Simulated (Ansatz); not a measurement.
A distorted cell of HfC (rock salt):

```yaml
crystal:
  lattice:
    - [0.00000, 4.64070, 4.64070]
    - [2.32035, 2.32035, 4.64070]
    - [2.32035, 2.32035, 0.00000]
  atoms:
    - { symbol: C, position: [0.00000, 0.02155, 0.97845] }
    - { symbol: C, position: [0.50000, 0.97845, 0.02155] }
    - { symbol: Hf, position: [0.00000, 0.50008, 0.49992] }
    - { symbol: Hf, position: [0.50000, 0.49992, 0.50008] }
```

All values below come from r2SCAN (plane waves to 500 eV, PAW, scalar-relativistic; Ansatz, an electronic-structure program). k mesh 17×17×17 (Γ-centred), Fermi-Dirac smearing 0.05 eV. Stress and pressure are positive under compression. With partly filled bands, energies and forces of such displacements shift with the k mesh and the smearing. HfC is run without spin polarisation. HfC was relaxed with its symmetry unable to fall. Spin-orbit coupling is left out, though Hf is heavy.

Problem. Predict the force on every atom, in eV/Å.

Solution. 
```tsv
atom	Fx	Fy	Fz
C1	0.000	0.000	-1.555
C2	0.000	0.000	1.555
Hf3	0.000	0.000	-0.055
Hf4	0.000	0.000	0.055
```

Problem. What is the stress tensor (GPa)?

Solution. 
```
    0.3      0.0      0.0
    0.0      0.3      0.0
    0.0      0.0      2.0
```
The pressure, a third of the trace, is 0.9 GPa.

(A displaced cell: forces are minus the slopes of the energy, force constants its curvatures, and phonons follow from these.)
